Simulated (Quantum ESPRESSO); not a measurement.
## InIr3Ti2SnRu (input and log of a self-consistent run)

A calculation, not a measurement. The program is pw.x of Quantum ESPRESSO 7.5 (plane-wave density functional theory). The cell is made up: eight metal atoms on a hexagonal close-packed lattice, with elements, volume, strain and displacements drawn at random and not relaxed, so it may be unstable or far from any real phase. PseudoDojo standard norm-conserving files set the functional (PBE unless stated); there is no spin polarisation or spin-orbit coupling, the Fermi-Dirac width of 0.25 eV means electrons at about 2900 K, and the masses in the input are unused placeholders. The tin pseudopotential is less sure than most, with forces differing by about three percent from a second method on plain tin. Heavy elements are run without spin-orbit coupling, which real alloys of them have. A spin test at this wide smearing found no moment, but such smearing suppresses magnetism that the real alloy may have.

Input:

```
&control calculation='scf', pseudo_dir='./dojo.nc.sr.pbe.v0_5.standard.upf', outdir='./o', disk_io='minimal', tprnfor=.true., tstress=.true. /
&system ibrav=0, nat=8, ntyp=5, nbnd=75, ecutwfc=84.00895049, nosym=.true., tot_charge=0,
 occupations='smearing', smearing='fd', degauss=0.0183746611
/
&electrons conv_thr=1.470e-08, electron_maxstep=70, mixing_beta=0.5 /
ATOMIC_SPECIES
In 1.0 In.upf
Ir 1.0 Ir.upf
Ru 1.0 Ru.upf
Sn 1.0 Sn.upf
Ti 1.0 Ti.upf
CELL_PARAMETERS angstrom
2.9592 0.0056 -0.008
0.0097 5.0801 -0.0436
-0.0252 -0.0792 9.2175
ATOMIC_POSITIONS angstrom
In 0.033 -0.1418 -0.0377
Ir -0.034 -0.2107 4.6926
Ti -0.0458 1.4952 2.3522
Ti -0.0102 1.5414 6.9136
Sn 1.4368 2.4243 0.0487
Ir 1.5626 2.5208 4.4311
Ir 1.5337 4.1633 2.2749
Ru 1.4442 4.2271 6.9625
K_POINTS automatic
8 5 3 1 1 1
```

The log is shortened where brackets say so; the opening notice, blank lines, dates and the lines on written files are dropped, and the path of the files is cut. It prints rydbergs, bohrs and kilobars, and counts compression as positive stress. Its total energy is the free energy E - TS of the whole cell.

```
     Program PWSCF v.7.5
     Parallel version (MPI & OpenMP), running on       4 processor cores
     Number of MPI processes:                 4
     Threads/MPI process:                     1
     [start-up lines left out]
     bravais-lattice index     =            0
     lattice parameter (alat)  =       5.5921  a.u.
     unit-cell volume          =     935.0171 (a.u.)^3
     number of atoms/cell      =            8
     number of atomic types    =            5
     number of electrons       =       118.00
     number of Kohn-Sham states=           75
     kinetic-energy cutoff     =      84.0090  Ry
     charge density cutoff     =     336.0358  Ry
     scf convergence threshold =      1.5E-08
     mixing beta               =       0.5000
     number of iterations used =            8  plain     mixing
     Exchange-correlation= PBE
                           (   1   4   3   4   0   0   0)
     [axes and pseudopotential details left out]
   Cartesian axes
     site n.     atom                  positions (alat units)
         1        In     tau(   1) = (   0.0111516  -0.0479181  -0.0127399  )
         2        Ir     tau(   2) = (  -0.0114895  -0.0712013   1.5857578  )
         3        Ti     tau(   3) = (  -0.0154771   0.5052689   0.7948727  )
         4        Ti     tau(   4) = (  -0.0034469   0.5208812   2.3362944  )
         5        Sn     tau(   5) = (   0.4855340   0.8192372   0.0164571  )
         6        Ir     tau(   6) = (   0.5280452   0.8518472   1.4973898  )
         7        Ir     tau(   7) = (   0.5182791   1.4068929   0.7687509  )
         8        Ru     tau(   8) = (   0.4880347   1.4284526   2.3528190  )
     number of k points=    60  Fermi-Dirac smearing, width (Ry)=  0.0184
                       cart. coord. in units 2pi/alat
        k(    1) = (   0.0625359   0.0585967   0.0541817), wk =   0.0333333
        k(    2) = (   0.0619607   0.0567608  -0.1598645), wk =   0.0333333
     [further k points left out]
     Dense  grid:    97275 G-vectors     FFT dimensions: (  36,  60, 108)
     Estimated max dynamical RAM per process >     400.02 MB
     Estimated total dynamical RAM >       1.49 GB
     Initial potential from superposition of free atoms
     starting charge     117.9901, renormalised to     118.0000
     Starting wfcs are   78 randomized atomic wfcs
     total cpu time spent up to now is        5.1 secs
     per-process dynamical memory:   319.1 Mb
     Self-consistent Calculation
     iteration #  1     ecut=    84.01 Ry     beta= 0.50
     Davidson diagonalization with overlap
     ethr =  1.00E-02,  avg # of iterations =  4.8
     total cpu time spent up to now is       17.2 secs
     total energy              =   -1420.36473544 Ry
     estimated scf accuracy    <       1.30952584 Ry
     iteration #  2     ecut=    84.01 Ry     beta= 0.50
     Davidson diagonalization with overlap
     ethr =  1.11E-03,  avg # of iterations =  4.0
     total cpu time spent up to now is       30.8 secs
     total energy              =   -1418.16500044 Ry
     estimated scf accuracy    <      68.24223173 Ry
     iteration #  3     ecut=    84.01 Ry     beta= 0.50
     Davidson diagonalization with overlap
     ethr =  1.11E-03,  avg # of iterations =  5.2
     total cpu time spent up to now is       44.5 secs
     total energy              =   -1420.79574970 Ry
     estimated scf accuracy    <       5.75254748 Ry
     iteration #  4     ecut=    84.01 Ry     beta= 0.50
     Davidson diagonalization with overlap
     ethr =  1.11E-03,  avg # of iterations =  2.1
     total cpu time spent up to now is       54.7 secs
     total energy              =   -1421.07748855 Ry
     estimated scf accuracy    <       1.05974667 Ry
     iteration #  5     ecut=    84.01 Ry     beta= 0.50
     Davidson diagonalization with overlap
     ethr =  8.98E-04,  avg # of iterations =  1.3
     total cpu time spent up to now is       63.7 secs
     total energy              =   -1421.11191451 Ry
     estimated scf accuracy    <       0.30567598 Ry
     [iterations 6 to 14 left out]
     iteration # 15     ecut=    84.01 Ry     beta= 0.50
     Davidson diagonalization with overlap
     ethr =  9.53E-10,  avg # of iterations =  4.2
     total cpu time spent up to now is      164.9 secs
     total energy              =   -1421.14456842 Ry
     estimated scf accuracy    <       0.00000069 Ry
     iteration # 16     ecut=    84.01 Ry     beta= 0.50
     Davidson diagonalization with overlap
     ethr =  5.89E-10,  avg # of iterations =  1.9
     total cpu time spent up to now is      174.3 secs
     total energy              =   -1421.14456848 Ry
     estimated scf accuracy    <       0.00000105 Ry
     iteration # 17     ecut=    84.01 Ry     beta= 0.50
     Davidson diagonalization with overlap
     ethr =  5.89E-10,  avg # of iterations =  1.0
     total cpu time spent up to now is      183.0 secs
     total energy              =   -1421.14456852 Ry
     estimated scf accuracy    <       0.00000002 Ry
     iteration # 18     ecut=    84.01 Ry     beta= 0.50
     Davidson diagonalization with overlap
     ethr =  1.84E-11,  avg # of iterations =  4.2
     total cpu time spent up to now is      194.9 secs
     total energy              =   -1421.14456852 Ry
     estimated scf accuracy    <       0.00000017 Ry
     iteration # 19     ecut=    84.01 Ry     beta= 0.50
     Davidson diagonalization with overlap
     ethr =  1.84E-11,  avg # of iterations =  2.0
     total cpu time spent up to now is      205.2 secs
     End of self-consistent calculation
     [lines on levels left out]
!    total energy              =   -1421.14456852 Ry
     estimated scf accuracy    <          8.7E-09 Ry
     smearing contrib. (-TS)   =      -0.10822962 Ry
     internal energy E=F+TS    =   -1421.03633890 Ry
     The total energy is F=E-TS. E is the sum of the following terms:
     one-electron contribution =    -361.96346063 Ry
     hartree contribution      =     252.14737938 Ry
     xc contribution           =    -284.19405395 Ry
     ewald contribution        =   -1027.02620371 Ry
     convergence has been achieved in  19 iterations
     Forces acting on atoms (cartesian axes, Ry/au):
     atom    1 type  1   force =    -0.00945216   -0.00287935    0.03226440
     atom    2 type  2   force =     0.00918760    0.01060845   -0.00494328
     atom    3 type  5   force =     0.00621805    0.00666885    0.08884312
     atom    4 type  5   force =    -0.00356898    0.00583863   -0.09434964
     atom    5 type  4   force =     0.01002372    0.01241360   -0.00659826
     atom    6 type  2   force =    -0.01168536   -0.02819901    0.04051447
     atom    7 type  2   force =    -0.00704215    0.01591873    0.00699288
     atom    8 type  3   force =     0.00631928   -0.02036990   -0.06272369
     Total force =     0.160926     Total SCF correction =     0.000448
     Computing stress (Cartesian axis) and pressure
          total   stress  (Ry/bohr**3)                   (kbar)     P=      -75.42
  -0.00030091   0.00000153   0.00002923          -44.26        0.23        4.30
   0.00000153  -0.00051288   0.00002094            0.23      -75.45        3.08
   0.00002923   0.00002094  -0.00072439            4.30        3.08     -106.56
     init_run     :      4.76s CPU      4.92s WALL (       1 calls)
     electrons    :    196.50s CPU    200.19s WALL (       1 calls)
     forces       :      2.01s CPU      2.01s WALL (       1 calls)
     stress       :      6.94s CPU      7.04s WALL (       1 calls)
     [timing details left out]
     PWSCF        :   3m30.37s CPU   3m34.34s WALL
     JOB DONE.
```

In other units: free energy -19335.657 eV for the cell, pressure -7.54 GPa, largest force component 2.426 eV/Å in size. The run took 216 s of wall time with four MPI processes on a shared machine (AMD EPYC, Zen 5, virtual cores), so the time is rough. A rerun of this cell at a higher cutoff and on a denser mesh moved values by no more than 0.005 eV in energy, 0.22 GPa in stress and 0.013 eV/Å in force, and a second program with other atomic files agreed on that cell to 2 % rms in force and 0.5 GPa in pressure.